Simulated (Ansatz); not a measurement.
Name crystals whose computed values (the program Ansatz at the r²SCAN level (PAW)) fall in these windows: B₀ by P(V) fit (GPa) 76 to 100; electron conductivity mass (mₑ) 0.74 to 1.0; gap (eV) 0.75 to 1.0.



```csv
crystal,B₀ by P(V) fit (GPa),electron conductivity mass (mₑ),gap (eV)
"MnAgO2, P-1 (Mn on 1h, Ag on 1c, O on 2i)",94.0,0.92,0.88
```
Others may fit too.

Spin orders computed, not proven ground states: MnAgO2, P-1 (Mn on 1h, Ag on 1c, O on 2i) antiferromagnetic. Standing as an ambient phase not checked: MnAgO2, P-1 (Mn on 1h, Ag on 1c, O on 2i). Perhaps ordered models of mixed-site phases: MnAgO2, P-1 (Mn on 1h, Ag on 1c, O on 2i). The cell was relaxed under the symmetry of its start. No Hubbard U is applied. Spin–orbit coupling is left out wherever it is not named.

Potentials: the later of the program's two PAW sets.
